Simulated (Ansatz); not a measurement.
LiF:
Space group Fm-3m (No. 225); a = 3.990 Å, b = 3.990 Å, c = 3.990 Å, α = 90.00°, β = 90.00°, γ = 90.00°

| atom | site | symmetry | x | y | z |
|---|---|---|---|---|---|
| Li | 4a | m-3m | 0.0000 | 0.0000 | 0.0000 |
| F | 4b | m-3m | 0.5000 | 0.5000 | 0.5000 |
(The calculation used a cell of 2 atoms; values per cell refer to that cell.)

Relaxed with r²SCAN.

Tabulate the valence density and the electron localisation function along the shortest Li–F contact (1.99 Å), r²SCAN (plane waves, PAW; program Ansatz).



| distance from Li (Å) | density (e/Å³) | ELF |
|---|---|---|
| 0.20 | 7.16 | 0.99 |
| 0.30 | 4.68 | 0.95 |
| 0.40 | 2.47 | 0.70 |
| 0.50 | 1.00 | 0.23 |
| 0.60 | 0.32 | 0.04 |
| 0.70 | 0.14 | 0.02 |
| 0.80 | 0.14 | 0.04 |
| 0.90 | 0.19 | 0.17 |
| 1.00 | 0.28 | 0.45 |
| 1.10 | 0.44 | 0.65 |
| 1.20 | 0.72 | 0.75 |
| 1.30 | 1.21 | 0.80 |
| 1.40 | 2.10 | 0.81 |
| 1.50 | 3.65 | 0.80 |
| 1.60 | 6.00 | 0.76 |
| 1.70 | 8.91 | 0.68 |
| 1.80 | 11.80 | 0.57 |

The density is the valence pseudo-density with augmentation charge, so density and ELF within about 1 Å of a nucleus are not all-electron values.

The cell was relaxed with r²SCAN under the symmetry of its start.

Potentials: the earlier of the program's two PAW sets.
